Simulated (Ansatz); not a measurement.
CuI:
```xyz
2
Lattice="0.0000 3.0397 3.0397 3.0397 0.0000 3.0397 3.0397 3.0397 0.0000" Properties=species:S:1:pos:R:3 pbc="T T T"
I      4.5595     4.5595     4.5595
Cu     0.0000     0.0000     0.0000
```

Relaxed with PBE. Special points in fractions of this cell's reciprocal vectors: Γ (0.000, 0.000, 0.000); X (0.500, 0.000, 0.500); U (0.625, 0.250, 0.625); K (0.375, 0.375, 0.750); L (0.500, 0.500, 0.500); W (0.500, 0.250, 0.750).

Task: List the band energies nearest the valence-band maximum at these points for PBE in the plane-wave PAW code Ansatz.

Result: In eV from the valence-band maximum; about four levels below and three above (degenerate sets whole), none deeper than 8.9 eV; points with the same levels are listed once.

| k | below | above |
|---|---|---|
| Γ | -1.82 -1.82 0.00 0.00 0.00 | 1.10 4.88 4.88 4.88 |
| X | -1.76 -1.73 -1.47 -1.47 | 2.73 2.90 9.12 |
| U | -1.79 -1.68 -1.48 -1.22 | 3.10 4.60 7.52 |
| L | -1.79 -1.79 -1.74 -0.70 -0.70 | 2.13 5.42 5.42 |
| W | -1.86 -1.73 -1.57 -1.23 | 4.46 4.65 6.00 |

Space group F-43m (zinc blende). Symmetry was held in the PBE relaxation. No spin polarisation was allowed. Scalar-relativistic: spin–orbit coupling is off unless named, which matters more the heavier the elements.

Potentials: the later of the program's two PAW sets.
